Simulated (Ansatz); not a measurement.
**Computed properties of Sc₆Te₂Rh**

Sc6Te2Rh:
```
CELL_PARAMETERS angstrom
      7.77050     0.00000     0.00000
     -3.88525     6.72945     0.00000
      0.00000     0.00000     3.79332
ATOMIC_POSITIONS crystal
  Sc 0.24124 0.00000 0.00000
  Sc 0.75876 0.75876 0.00000
  Sc 0.00000 0.24124 0.00000
  Sc 0.60943 0.00000 0.50000
  Sc 0.39057 0.39057 0.50000
  Sc 0.00000 0.60943 0.50000
  Rh 0.00000 0.00000 0.50000
  Te 0.33333 0.66667 0.00000
  Te 0.66667 0.33333 0.00000
```

Space group P-62m (No. 189); conventional cell a = 7.771 Å, b = 7.771 Å, c = 3.793 Å, α = 90.00°, β = 90.00°, γ = 120.00°.

Method: r²SCAN (plane waves, PAW; program Ansatz). Structure relaxed to zero pressure with the same functional. Other levels are named where they apply.

Cell and energy:

| Property | Value |
|---|---|
| Volume per atom | 22.04 Å³ |
| Density | 5.26 g/cm³ |
| Formation energy from the elements (no fitted shifts) | -86 kJ/mol-atom |

Electronic structure:

| Property | Value |
|---|---|
| Electronic character | metallic (no gap) |
| Density of states at the Fermi level | 1.1 states/eV per atom (mean over ±0.08 eV) |
| Gap with spin–orbit coupling | none (metallic) |

Mechanics:

| Property | Result |
|---|---|
| Bulk modulus (Birch–Murnaghan fit) | 77.2 GPa |
| Pressure derivative B′ | 4.5 |

Charges:

| Item | Result |
|---|---|
| Bader charges | Sc +1.21 to +1.25, Rh -3.52, Te -1.92 e |

The workflow started from an entry of the Crystallography Open Database (COD). Its standing as an ambient phase is unchecked. The r²SCAN relaxation kept the symmetry of its start; its stability against distortions is not shown here. No spin polarisation was allowed. With an odd number of electrons in the cell and no spin polarisation, the count alone makes it a metal. The references are the lowest solids computed at this level, not always the standard phases. Scalar-relativistic: spin–orbit coupling is off unless named, which matters more the heavier the elements.

Potentials: the later of the program's two PAW sets.
